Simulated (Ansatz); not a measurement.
**Coordination and ¹³⁵Ba quadrupole coupling in Ba₅Hf₂N₆**

Cell: a Materials Project structure (computed, not necessarily an observed phase), atoms as given.

Space group C2/c (No. 15); a = 11.2666, b = 7.4759, c = 14.9641 Å, β = 96.36°.

| site | Wyckoff | site symmetry | x | y | z |
| --- | --- | --- | --- | --- | --- |
| Ba1 | 8f | 1 | 0.5392 | 0.2303 | 0.9790 |
| Ba5 | 8f | 1 | 0.1548 | 0.9510 | 0.7059 |
| Ba9 | 4e | 2 | 0.5000 | 0.9081 | 0.7500 |
| Hf | 8f | 1 | 0.7756 | 0.1278 | 0.5772 |
| N15 | 8f | 1 | 0.9396 | 0.0208 | 0.6207 |
| N19 | 8f | 1 | 0.6454 | 0.0999 | 0.6621 |
| N23 | 8f | 1 | 0.3009 | 0.9016 | 0.5562 |

One atom of each set is listed; the run and its k-mesh use a cell of 26 atoms with edges of 6.76, 6.76, 14.96 Å.

Level of theory: DFT, PBE, plane waves and PAW, scalar-relativistic, 420 eV cutoff, Γ-centred 5×5×2 k-points, Fermi–Dirac smearing 0.02 eV (Ansatz 0.2.0).

Q(¹³⁵Ba) = 153.0 mb.

Problem. Order the Ba environments from the weakest to the strongest quadrupole coupling.
A. Ba1: 5 N at 2.66–3.19 Å
B. Ba5: 5 N at 2.66–3.04 Å
C. Ba9: 2 N at 2.64 Å, angle 114°

Solution. A (30.4 MHz, η = 0.36), C (36.8 MHz, η = 0.84), B (61.1 MHz, η = 0.44).

Like point charges on the first shell alone (each adding as 1/d³) would give another order (Ba1 < Ba5 < Ba9): the covalent part of each bond and the atoms beyond the first shell count as well.

Without spin–orbit coupling (the program notes it for Ba) the gradients can shift somewhat, as the gap is small.
